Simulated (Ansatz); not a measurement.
LaMn3 in the AuCu3-type structure

The computed numbers are results of PBE, scalar-relativistic (collinear spin) in the plane-wave PAW code Ansatz at 420 eV, Γ-centred 8×8×8 mesh, 0.05 eV Gaussian smearing. The datasets are Ansatz's generated set soft_2.

```
CELL_PARAMETERS angstrom
4.16474 0.00000 0.00000
0.00000 4.16474 0.00000
0.00000 0.00000 4.16474
ATOMIC_POSITIONS crystal
La 0.00000 0.00000 0.00000
Mn 0.00000 0.50000 0.50000
Mn 0.50000 0.50000 0.00000
Mn 0.50000 0.00000 0.50000
```

The cell came from substitution into a structure type; no database entry of this phase was matched, which doesn't show that none exists.

Magnetic state: ferromagnetic, site spin moments La -0.15; Mn 3.24 μB.

The run above is the reference. The same cell was run again with other input settings; several of them aren't fit for production, so the rows show the settings' effect and aren't properties of the material.

```tsv
keys changed	outcome	ΔE (meV/atom)	P (GPa)	gap on the mesh (eV)	cell moment (μB)	largest force component (eV/Å)	SCF iterations	rough core-seconds	new warnings
none (reference)	converged	0.0	0.0	metal	9.46	0.000	–	–	–
hamiltonian.dispersion: "d4"	converged	–	-2.6	metal	9.46	0.000	11	19	–
basis.ecutwfc: 420 → "36.7 Ry"	converged	-1.2	0.0	metal	9.47	0.000	11	27	–
hamiltonian.hubbard: {"sites": [{"species": "La", "l": "f", "u_eff": 4.0}], "double_counting": "amf"}; accuracy: "medium"	converged	–	0.0	metal	9.46	0.000	20	30	filled band counts differ across k points
kpoints.mp_grid.grid: [8, 8, 8] → [4, 4, 4]	converged	-3.2	0.4	metal	9.59	0.000	11	6	–
basis.xc_grid: 2	converged	0.0	0.0	metal	9.46	0.000	11	23	–
basis.ecutrho_ratio: 4 → 8; scf.algorithm: "density_mixing"	converged	0.0	0.0	metal	9.46	0.000	11	18	–
```

These changes also left energy (to 0.1 meV/atom), pressure, gap, moment and forces as in the reference: scf.algorithm: "direct_min"; accuracy: "low".

ΔE is the energy with the smearing extrapolated to zero. It is left out where the change alters the Hamiltonian or the spin treatment. The varied runs start from atomic densities (corrected by the program's trained start where that serves), with the default search for lower states unless a row changes it, while the reference went on from a saved state, so a magnet may end in another state whatever the setting.

**Question.** What happens with these changes: scf.initial_density.chi_scale: 0.0; scf.mixing.preconditioner: "kerker"; kpoints.mp_grid.shift: [0.5, 0.5, 0.5]?

**Answer.** outcome converged, ΔE (meV/atom) -6.8, P (GPa) 0.3, gap on the mesh (eV) metal, cell moment (μB) 9.50, largest force component (eV/Å) 0.000, SCF iterations 12, rough core-seconds 14.

The pair part of a dispersion correction pulls inward (a three-body part mostly pushes out), and in metals and ionic crystals with large ions it often overbinds.

1 further run (cut off, refused for memory, with changed atoms or starts, or in doubt) is left out.

Of the reference: Spin–orbit coupling, which matters for such heavy elements, is left out. The run wasn't fully tested for a lower electronic state. Site moments are of spin, integrated over atomic spheres. The moments were started parallel, and the real magnetic order may be another.
